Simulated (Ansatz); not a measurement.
A distorted cell of TiTe₂ (CdI2 type):

```
CELL_PARAMETERS angstrom
      3.69732     0.00000     0.00000
     -1.84866     3.20197     0.00000
      0.00000     0.00000     6.38398
ATOMIC_POSITIONS crystal
  Ti 0.01330 0.00974 0.00488
  Te 0.33333 0.66667 0.27110
  Te 0.66667 0.33333 0.72890
```

Level of theory: PBE-D3(BJ) (plane waves to 420 eV, PAW, scalar-relativistic; Ansatz, a first-principles code). k mesh 12×12×6 (Γ-centred), Fermi-Dirac smearing 0.05 eV. E stands for the smeared free energy. Compression counts positive. With partly filled bands, energies and forces of such displacements shift with the k mesh and the smearing. Spin-orbit coupling is left out, though Te is heavy. TiTe2 is run without spin polarisation. TiTe2 was relaxed with its symmetry unable to fall.

Question: Predict the force on every atom, in eV/Å.

Answer: 
```json
[
 {"atom": "Ti1", "Fx": "-0.154", "Fy": "-0.155", "Fz": "-0.377"},
 {"atom": "Te2", "Fx": "0.082", "Fy": "0.088", "Fz": "0.196"},
 {"atom": "Te3", "Fx": "0.072", "Fy": "0.067", "Fz": "0.180"}
]
```

Question: In it atom 1 sits (0.031, 0.031, 0.031) Å away from its relaxed site. What is its energy relative to the relaxed cell?

Answer: 11 meV/cell.

(A displaced cell: forces are minus the slopes of the energy, force constants its curvatures, and phonons follow from these.)
